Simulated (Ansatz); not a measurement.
With plane-wave PAW PBEsol (Ansatz code), ZrMo in the CsCl type structure (Pm-3m) relaxes to a = 3.299 Å. Its formation energy from the elements is 0.073 eV/atom, with no fitted shifts.

Electronic character: metallic (no gap). Gap from PBEsol with spin–orbit coupling: none (metallic).

An equation-of-state fit gives a bulk modulus of 161 GPa. The relaxed-ion elastic constants in GPa are C11 = 226, C12 = 130, C44 = 13.8. The elastic constants imply a Debye temperature near 212 K. The highest mode at Γ lies at 203 cm⁻¹.

The start of the workflow was typed in or built on a structure type; neither database checked (COD, Materials Project) lists it. Its standing as an ambient phase is unchecked. Symmetry was held in the PBEsol relaxation; its stability against distortions is not shown here. The run is not spin-polarised. As this level gives no gap, shear constants depend on the k-mesh and smearing (Fermi–Dirac, 0.1 eV here). As this level gives no gap, phonon frequencies hold no LO–TO term and depend on the k-mesh and smearing (Fermi–Dirac, 0.1 eV here). On the denser mesh and wider smearing of the elastic run this cell carries a stress of 0.4 GPa. The references are the lowest solids computed at this level, not always the standard phases. Spin–orbit coupling is left out wherever it is not named.

Potentials: the later of the program's two PAW sets.
